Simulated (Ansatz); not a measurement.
Starting cell, GaN (zinc blende):

```
CELL_PARAMETERS angstrom
      0.00000     4.49791     4.49791
      2.24896     2.24896     4.49791
      2.24896     2.24896     0.00000
ATOMIC_POSITIONS crystal
  N  0.00000 0.75000 0.75000
  N  0.50000 0.75000 0.75000
  Ga 0.00000 0.00000 0.00000
  Ga 0.50000 0.00000 0.00000
```

The atoms are displaced by Q × the pattern below (from a DFPT mode at X = (0.5, 0.5, 0.0), largest move 1; Q in Å), at fixed cell. It is one choice among 2 degenerate patterns. (q is in reciprocal vectors of the primitive cell; the cell shown is doubled to hold the pattern.)

```tsv
atom	x	y	z
N1	0.580	0.000	0.000
N2	-0.580	0.000	0.000
Ga3	0.000	1.000	0.000
Ga4	0.000	-1.000	0.000
```

All values below come from r2SCAN (plane waves to 500 eV, PAW, scalar-relativistic; Ansatz, a quantum-chemistry and plane-wave program). k mesh 13×13×13 (Γ-centred), Fermi-Dirac smearing 0.05 eV. E stands for the smeared free energy. GaN was relaxed with its symmetry unable to fall. ΔE is measured from the undisplaced structure.

```tsv
Q (Å)	ΔE (meV/cell)
-0.1000	103.3
-0.0833	withheld
-0.0667	46.0
-0.0500	25.9
-0.0333	11.5
-0.0167	2.9
0.0000	0.0
0.0167	2.9
0.0333	11.5
0.0500	25.9
0.0667	46.0
0.0833	withheld
0.1000	103.3
```

Fit an even polynomial form (powers 2, 4) to the given rows and predict ΔE at Q = -0.0833.

Least squares on the 11 given rows: ΔE = (10360)·Q² + (-2835)·Q⁴, in meV/cell with Q in Å; root-mean-square residual 0.02 meV/cell. At -0.0833 the fit gives 71.8 meV/cell; the calculation gives 71.8 meV/cell, the same to the digits shown. The quadratic term alone would give 71.9 meV/cell.

(A displaced cell: forces are minus the slopes of the energy, force constants its curvatures, and phonons follow from these.)
